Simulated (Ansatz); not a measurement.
## ZrTa₂N₄: rattling a relaxed structure

The cell was found from a proposed guess, not taken from experiment.

All numbers below come from DFT PBE, scalar-relativistic, plane waves, PAW in Ansatz. Cutoff 420 eV; k points 4×10×6 on the computed 14-atom cell (Γ-centred); Gaussian smearing, width 0.10 eV; no spin polarisation.

The cell below (14 atoms, space group Pmma (No. 51)) is relaxed within its symmetry.

```yaml
crystal:
  lattice:
    - [10.70403, 0.00000, 0.00000]
    - [0.00000, 3.09014, 0.00000]
    - [0.00000, 0.00000, 5.19388]
  atoms:
    - { symbol: Zr, position: [0.50000, 0.00000, 0.00000] }
    - { symbol: Zr, position: [0.00000, 0.00000, 0.00000] }
    - { symbol: Ta, position: [0.75000, 0.50000, 0.82259] }
    - { symbol: Ta, position: [0.25000, 0.00000, 0.64806] }
    - { symbol: Ta, position: [0.25000, 0.50000, 0.17741] }
    - { symbol: Ta, position: [0.75000, 0.00000, 0.35194] }
    - { symbol: N, position: [0.63257, 0.00000, 0.67972] }
    - { symbol: N, position: [0.36743, 0.00000, 0.32028] }
    - { symbol: N, position: [0.36908, 0.50000, 0.83928] }
    - { symbol: N, position: [0.63092, 0.50000, 0.16072] }
    - { symbol: N, position: [0.86743, 0.00000, 0.67972] }
    - { symbol: N, position: [0.13257, 0.00000, 0.32028] }
    - { symbol: N, position: [0.86908, 0.50000, 0.16072] }
    - { symbol: N, position: [0.13092, 0.50000, 0.83928] }
```

For the test it was strained at random (σ = 1.5 % a component), the atoms were moved at random (σ = 0.15 Å), and all was relaxed again on a coarse 8×4×2 mesh (in the run’s order of axes) with 0.20 eV smearing, with no symmetry imposed.

These runs have no spin–orbit coupling, which can matter for Ta.

Problem. Is the structure stable against such a distortion?

Solution. It returns, within 1 meV/atom of the unmoved cell on that mesh and with the same symmetry when read at 0.1 Å (Pm at 0.01 Å, so small strains and shifts remain). So it is stable against the distortions that fit this cell and that this random move excites. Modes that don't fit the cell aren't tested.
